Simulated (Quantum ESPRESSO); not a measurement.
# Moving one atom in Al2GeZnN4

Calculated results; nothing here was measured. They come from pw.x of Quantum ESPRESSO 7.5, a plane-wave density functional program, with PseudoDojo standard norm-conserving files (v0.5 for PBE, v0.4.1 for LDA and PBEsol). The cells are made up: elements, strain and atom displacements were drawn at random, and nothing was relaxed. There is no spin polarisation, spin-orbit coupling or dispersion term.

The cell has 8 sites of a zincblende or diamond lattice. Sites 1 to 4 hold Al Ge Al Zn; sites 5 to 8 hold N N N N. Cell vectors in Å: (4.520, 0.000, 0.000); (0.000, 4.520, 0.000); (0.000, 0.000, 4.520). Settings: PBE, cutoff 1143 eV, 4 x 4 x 4 k mesh shifted by half a step, Fermi-Dirac smearing of 0.025 eV.

Each run shifts the N atom on site 5 along y and leaves all else fixed. Site 2 is one of its nearest neighbours. E is the free energy of the cell above the lowest run shown.

| run | shift (Å) | Fy on site 5 (eV/Å) | Fy on site 2 (eV/Å) | P (GPa) | E (meV) |
| --- | --- | --- | --- | --- | --- |
| 1 | -0.1333 | 1.321 | -0.627 | -5.23 | 58.8 |
| 2 | -0.1084 | 0.961 | -0.569 | -5.29 | 30.4 |
| 3 | -0.0534 | 0.138 | -0.412 | -5.32 | 0.0 |
| 5 | 0.1152 | -2.549 | 0.283 | -4.29 | 200.7 |
| 6 | 0.1519 | -3.149 | 0.472 | -3.84 | 305.2 |
| 7 | 0.1878 | -3.735 | 0.668 | -3.32 | 428.8 |
| 4 | 0.0231 | ? | ? | ? | ? |

A rerun of one of these cells at 1437 eV and k mesh 6 x 6 x 6 moved values by no more than 0.003 eV in the cell's energy, 0.02 GPa in stress and 0.002 eV/Å in force.

## Worked fit

A parabola through the six runs shown gives Fy on site 5 = -0.698 - 15.62 u - 3.2 u² eV/Å, with u in Å and a scatter of 0.011 eV/Å. Minus the slope, 15.62 ± 0.17 eV/Å², is this atom's force constant along y at u = 0, with its periodic images moving too. The fitted force vanishes at u = -0.045 Å, where the energy should be lowest along this line. The error is the larger of the fit's own and the change that a cubic makes, rounded up.

## Withheld run

Question: what Fy on site 5 should run 4 give?

The fit gives -1.061 eV/Å. The calculation gave -1.058 eV/Å.

| run | shift (Å) | Fy on site 5 (eV/Å) | Fy on site 2 (eV/Å) | P (GPa) | E (meV) |
| --- | --- | --- | --- | --- | --- |
| 4 | 0.0231 | -1.058 | -0.135 | -5.06 | 34.9 |